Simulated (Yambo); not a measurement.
## How GW settings move the gap: SnO2

G0W0@PBE for SnO$_{2}$ (rutile, space group P4_2/mnm, No. 136) in Yambo. Reference settings: 2×2×4 Γ-centred k mesh, bands 9 to 220 and a 12 Ry block in the screening, 220 bands in G with the Bruneval-Gonze terminator, plasmon pole fitted at 27.2 eV. The PBE gap Γ → Γ on this mesh is 1.03 eV; G0W0 gaps are taken between the same points.

| change from the reference | G0W0 gap Γ → Γ (eV) | shift of the valence edge (eV) | rough Yambo cost |
|---|---|---|---|
| reference settings | 2.40 | -0.71 | 1 |
| 127 bands in W, 127 bands in G | 2.46 | -0.63 | within a factor of two |
| 127 bands in G | 2.41 | -0.73 | – |
| 7 Ry block | 2.29 | -0.62 | within a factor of two |
| no terminator | 2.33 | -0.52 | – |

The reference isn't shown to be the converged limit. Costs are rough (shared machines), scaled to the same edge states, and given only for runs that recompute the screening.

Spin-orbit splittings are left out.

Geometry relaxed with PBEsol; primitive cell a = 4.766 Å, b = 4.766 Å, c = 3.212 Å, α = 90.00°, β = 90.00°, γ = 90.00°.

A shift is the quasiparticle energy of the state minus its PBE energy.

The potentials are those of PseudoDojo's stringent table.
